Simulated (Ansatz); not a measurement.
ZrRh (space group Pnma)

```
CELL_PARAMETERS angstrom
      6.05513     0.00000     0.00000
      0.00000     4.43946     0.00000
      0.00000     0.00000     5.25186
ATOMIC_POSITIONS crystal
  Zr 0.82494 0.75000 0.85909
  Zr 0.17506 0.25000 0.14091
  Zr 0.67506 0.25000 0.35909
  Zr 0.32494 0.75000 0.64091
  Rh 0.45309 0.75000 0.16832
  Rh 0.54691 0.25000 0.83168
  Rh 0.04691 0.25000 0.66832
  Rh 0.95309 0.75000 0.33168
```

The volume is varied about the relaxed value V₀ at fixed cell shape. The atoms relax within the cell's symmetry.

These are PBEsol (plane waves to 420 eV, PAW, scalar-relativistic; Ansatz, a first-principles code) values and carry that method's errors. k mesh 8×11×9 (Γ-centred), Fermi-Dirac smearing 0.05 eV. E stands for the smeared free energy. Compression counts positive. With the shape held, the modulus is that of even scaling; a crystal free to change shape is softer. ZrRh is run without spin polarisation. ZrRh was relaxed with its symmetry unable to fall. ΔE is measured from the relaxed starting cell. The last digit holds for this mesh only.

```csv
V (Å³/atom),ΔE (meV/atom)
14.824,334.2
15.294,219.8
15.765,133.5
16.235,71.3
16.706,30.1
17.177,7.2
17.647,0.0
18.118,6.5
18.588,24.9
19.059,53.5
19.530,91.0
20.000,136.0
20.471,withheld
```

**Question.** Fit a third-order Birch-Murnaghan form (E₀, V₀, B₀, B₀′ free) to the given rows and predict ΔE at V = 20.471.

**Answer.** Least squares on the 12 given rows: ΔE = E₀ + (9V₀B₀/16)·y²·[2 + (B₀′ − 4)y], y = (V₀/V)^(2/3) − 1, with V₀ = 17.649 Å³/atom, B₀ = 173.8 GPa (160.2 GPa = 1 eV/Å³; the term in eV is multiplied by 1000), B₀′ = 4.33, E₀ = 0.08 meV/atom; root-mean-square residual 0.09 meV/atom. At 20.471 the fit gives 188.1 meV/atom; the calculation gives 187.6 meV/atom, so the extrapolation is off by 0.5 (+0.3 %). For the pressure the fit gives -18.7 GPa against the computed -18.5 GPa.

(A scan under strain: stresses follow from slopes of the energy per volume, elastic moduli from its curvatures.)
